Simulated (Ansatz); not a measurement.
Spin-resolved density of states of RbMnSe2 (I-4m2)

Geometry: a structure from the Materials Project; nothing is relaxed.

Functional, mesh and filling: PBEsol, 10×10×10 k mesh, Fermi–Dirac smearing of 0.05 eV. LAPW is all-electron LAPW in Ansatz 0.2.0. Site moments are integrated in spheres about the atoms. DFT+U (Dudarev's form): U = 4.0 eV on Mn d.

The input and its command:

```yaml
crystal:
  lattice:
    - [-2.021789, 2.021789, 7.067076]
    - [2.021789, -2.021789, 7.067076]
    - [2.021789, 2.021789, -7.067076]
  atoms:
    - { symbol: Rb, position: [0.0, 0.0, 0.0] }
    - { symbol: Mn, position: [0.25, 0.75, 0.5], spin: 4.0 }
    - { symbol: Se, position: [0.652579, 0.652579, 0.0] }
    - { symbol: Se, position: [0.347421, 0.347421, 0.0] }
magnetization:
  spin_polarized: true
kpoints:
  mp_grid: { grid: [10, 10, 10] }
scf:
  occupations: { method: fermi_dirac, width: 0.05 }
hamiltonian:
  xc: pbesol
  pseudopotentials: { kind: all_electron, lapw: { basis_error: 0.001 } }
  hubbard: { sites: [{ species: Mn, l: d, u_eff: 4 }] }
output:
  forces: true
  stress: true
  eigenvalues: true
  hubbard: { sites: [{ species: Mn, l: d }] }
  populations: true
  dos: { projected: true, de: 0.1, e_range: [-10, 8] }
```

Command: `ansatz run input.yaml --threads 2 --pin off --max-ram 6144MiB --backend cpu --events-out ev --progress --plain --runs-dir out`

Density of states, smoothed by a Gaussian of 0.15 eV:

```json
{"E − E_F (eV)": "-7.00", "majority (states/eV/cell)": "0.00", "minority (states/eV/cell)": "0.00"}
{"E − E_F (eV)": "-6.75", "majority (states/eV/cell)": "0.00", "minority (states/eV/cell)": "0.00"}
{"E − E_F (eV)": "-6.50", "majority (states/eV/cell)": "0.00", "minority (states/eV/cell)": "0.00"}
{"E − E_F (eV)": "-6.25", "majority (states/eV/cell)": "0.00", "minority (states/eV/cell)": "0.00"}
{"E − E_F (eV)": "-6.00", "majority (states/eV/cell)": "0.00", "minority (states/eV/cell)": "0.00"}
{"E − E_F (eV)": "-5.75", "majority (states/eV/cell)": "0.00", "minority (states/eV/cell)": "0.00"}
{"E − E_F (eV)": "-5.50", "majority (states/eV/cell)": "0.19", "minority (states/eV/cell)": "0.00"}
{"E − E_F (eV)": "-5.25", "majority (states/eV/cell)": "3.24", "minority (states/eV/cell)": "0.00"}
{"E − E_F (eV)": "-5.00", "majority (states/eV/cell)": "6.25", "minority (states/eV/cell)": "0.00"}
{"E − E_F (eV)": "-4.75", "majority (states/eV/cell)": "4.44", "minority (states/eV/cell)": "0.00"}
{"E − E_F (eV)": "-4.50", "majority (states/eV/cell)": "4.09", "minority (states/eV/cell)": "0.00"}
{"E − E_F (eV)": "-4.25", "majority (states/eV/cell)": "1.68", "minority (states/eV/cell)": "0.00"}
{"E − E_F (eV)": "-4.00", "majority (states/eV/cell)": "0.20", "minority (states/eV/cell)": "0.02"}
{"E − E_F (eV)": "-3.75", "majority (states/eV/cell)": "0.59", "minority (states/eV/cell)": "0.49"}
{"E − E_F (eV)": "-3.50", "majority (states/eV/cell)": "1.00", "minority (states/eV/cell)": "1.31"}
{"E − E_F (eV)": "-3.25", "majority (states/eV/cell)": "0.70", "minority (states/eV/cell)": "0.96"}
{"E − E_F (eV)": "-3.00", "majority (states/eV/cell)": "0.56", "minority (states/eV/cell)": "0.79"}
{"E − E_F (eV)": "-2.75", "majority (states/eV/cell)": "0.55", "minority (states/eV/cell)": "1.09"}
{"E − E_F (eV)": "-2.50", "majority (states/eV/cell)": "0.83", "minority (states/eV/cell)": "2.79"}
{"E − E_F (eV)": "-2.25", "majority (states/eV/cell)": "1.63", "minority (states/eV/cell)": "1.95"}
{"E − E_F (eV)": "-2.00", "majority (states/eV/cell)": "1.34", "minority (states/eV/cell)": "2.22"}
{"E − E_F (eV)": "-1.75", "majority (states/eV/cell)": "0.94", "minority (states/eV/cell)": "3.28"}
{"E − E_F (eV)": "-1.50", "majority (states/eV/cell)": "0.88", "minority (states/eV/cell)": "2.01"}
{"E − E_F (eV)": "-1.25", "majority (states/eV/cell)": "1.15", "minority (states/eV/cell)": "2.07"}
{"E − E_F (eV)": "-1.00", "majority (states/eV/cell)": "1.74", "minority (states/eV/cell)": "1.72"}
{"E − E_F (eV)": "-0.75", "majority (states/eV/cell)": "2.24", "minority (states/eV/cell)": "1.79"}
{"E − E_F (eV)": "-0.50", "majority (states/eV/cell)": "2.47", "minority (states/eV/cell)": "1.34"}
{"E − E_F (eV)": "-0.25", "majority (states/eV/cell)": "2.33", "minority (states/eV/cell)": "0.16"}
{"E − E_F (eV)": "0.00", "majority (states/eV/cell)": "1.65", "minority (states/eV/cell)": "0.00"}
{"E − E_F (eV)": "0.25", "majority (states/eV/cell)": "1.48", "minority (states/eV/cell)": "0.00"}
{"E − E_F (eV)": "0.50", "majority (states/eV/cell)": "1.29", "minority (states/eV/cell)": "0.00"}
{"E − E_F (eV)": "0.75", "majority (states/eV/cell)": "0.48", "minority (states/eV/cell)": "0.00"}
{"E − E_F (eV)": "1.00", "majority (states/eV/cell)": "0.04", "minority (states/eV/cell)": "0.00"}
{"E − E_F (eV)": "1.25", "majority (states/eV/cell)": "0.00", "minority (states/eV/cell)": "0.00"}
{"E − E_F (eV)": "1.50", "majority (states/eV/cell)": "0.00", "minority (states/eV/cell)": "0.00"}
{"E − E_F (eV)": "1.75", "majority (states/eV/cell)": "0.00", "minority (states/eV/cell)": "0.00"}
{"E − E_F (eV)": "2.00", "majority (states/eV/cell)": "0.00", "minority (states/eV/cell)": "0.01"}
{"E − E_F (eV)": "2.25", "majority (states/eV/cell)": "0.00", "minority (states/eV/cell)": "0.21"}
{"E − E_F (eV)": "2.50", "majority (states/eV/cell)": "0.00", "minority (states/eV/cell)": "0.94"}
{"E − E_F (eV)": "2.75", "majority (states/eV/cell)": "0.01", "minority (states/eV/cell)": "2.60"}
{"E − E_F (eV)": "3.00", "majority (states/eV/cell)": "0.03", "minority (states/eV/cell)": "3.56"}
{"E − E_F (eV)": "3.25", "majority (states/eV/cell)": "0.06", "minority (states/eV/cell)": "3.83"}
{"E − E_F (eV)": "3.50", "majority (states/eV/cell)": "0.11", "minority (states/eV/cell)": "3.40"}
{"E − E_F (eV)": "3.75", "majority (states/eV/cell)": "0.25", "minority (states/eV/cell)": "3.04"}
{"E − E_F (eV)": "4.00", "majority (states/eV/cell)": "0.67", "minority (states/eV/cell)": "1.85"}
{"E − E_F (eV)": "4.25", "majority (states/eV/cell)": "1.08", "minority (states/eV/cell)": "0.82"}
{"E − E_F (eV)": "4.50", "majority (states/eV/cell)": "1.38", "minority (states/eV/cell)": "0.67"}
```

Task: What spin moment does the cell carry?

Result: 4.00 μB. Site moments (μB): Rb1 0.00, Mn2 4.30, Se3 -0.23, Se4 -0.23.

Task: How large is the spin polarisation of the states at the Fermi level?

Result: (N↑ − N↓)/(N↑ + N↓) = +100 %, from 1.55 and 0.00 states/eV; these are averaged over the run's smearing, not the smoothing of the table, and they move with the mesh.

Löwdin populations of d and f shells (filled inner shells left out):

```json
{"shell": "Mn2 3d", "up": "4.89", "down": "0.42"}
```

Further occupied bands lie below the window, the nearest with its top at -10.1 eV.

The magnetic state is the one that this cell and start allow. It needn't be the compound's measured order, which may need a larger cell or be absent.
